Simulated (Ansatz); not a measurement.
Ga₂O₃:
```xyz
5
Lattice="1.4895 0.8600 6.9039 -1.4895 0.8600 6.9039 0.0000 -1.7199 6.9039" Properties=species:S:1:pos:R:3 pbc="T T T"
Ga     0.0000     0.0000     8.2975
Ga     0.0000     0.0000    12.4143
O      0.0000     0.0000     0.0000
O      0.0000     0.0000     4.7891
O      0.0000     0.0000    15.9227
```

r²SCAN+D4 in the plane-wave PAW code Ansatz gives a gap of 3.23 eV without spin–orbit coupling, maximum at Γ, minimum at Γ.

**Question.** What happens when spin–orbit coupling is switched on?

**Answer.** The gap stays essentially unchanged, to 3.23 eV; maximum at Γ, minimum at Γ.

**Question.** Give the electron effective mass with spin–orbit coupling.

**Answer.** 0.28, 0.28, 0.37 mₑ (principal values).

**Question.** Give the hole effective mass with spin–orbit coupling.

**Answer.** 0.35 along z (mₑ).

Space group R-3m. The cell is a constructed one: a structure type filled with these elements; neither database checked (COD, Materials Project) lists it. It is not the phase usual at ambient conditions (space group No. 12, 167). The cell was relaxed with r²SCAN+D4 under the symmetry of its start. At this level the phase is mechanically unstable.

Potentials: the earlier of the program's two PAW sets.
